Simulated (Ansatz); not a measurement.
Given:

Ti3AlC2:
```cif
data_C4Al2Ti6
_chemical_formula_sum 'Ti6 Al2 C4'
_space_group_name_H-M_alt 'P 1'
_space_group_IT_number 1
_cell_length_a 3.05082
_cell_length_b 3.05082
_cell_length_c 18.49798
_cell_angle_alpha 90.000
_cell_angle_beta 90.000
_cell_angle_gamma 120.000
loop_
_space_group_symop_operation_xyz
  'x, y, z'
loop_
_atom_site_label
_atom_site_type_symbol
_atom_site_fract_x
_atom_site_fract_y
_atom_site_fract_z
_atom_site_occupancy
Ti1 Ti 0.66667 0.33333 0.37312 1
Ti2 Ti 0.33333 0.66667 0.62688 1
Ti3 Ti 0.33333 0.66667 0.87312 1
Ti4 Ti 0.66667 0.33333 0.12688 1
Ti5 Ti 0.00000 0.00000 0.50000 1
Ti6 Ti 0.00000 0.00000 0.00000 1
Al1 Al 0.00000 0.00000 0.75000 1
Al2 Al 0.00000 0.00000 0.25000 1
C1 C 0.33333 0.66667 0.43081 1
C2 C 0.66667 0.33333 0.56919 1
C3 C 0.66667 0.33333 0.93081 1
C4 C 0.33333 0.66667 0.06919 1
```

This is the PBEsol-relaxed structure.

Q: All from the program Ansatz at the PBEsol level (PAW), unless another level is named. Estimate the electronic character.

A: metallic (no gap).

Q: Next, the formation energy from the elements (no fitted shifts)?

A: -0.83 eV/atom.

Q: Give the density of states at the Fermi level.

A: 0.30 states/eV per atom (mean over ±0.08 eV).

Space group P6_3/mmc. The first step of the workflow began from a Materials Project structure, measured or hypothetical; the Crystallography Open Database files this formula in space group No. 194, but the cells were not matched. Whether it is the stable phase at ambient conditions was not checked. The PBEsol relaxation kept the symmetry of its start; whether a distortion lowers the energy is not shown. The run is not spin-polarised. The references are the lowest solids computed at this level, not always the standard phases.

Potentials: the later of the program's two PAW sets.
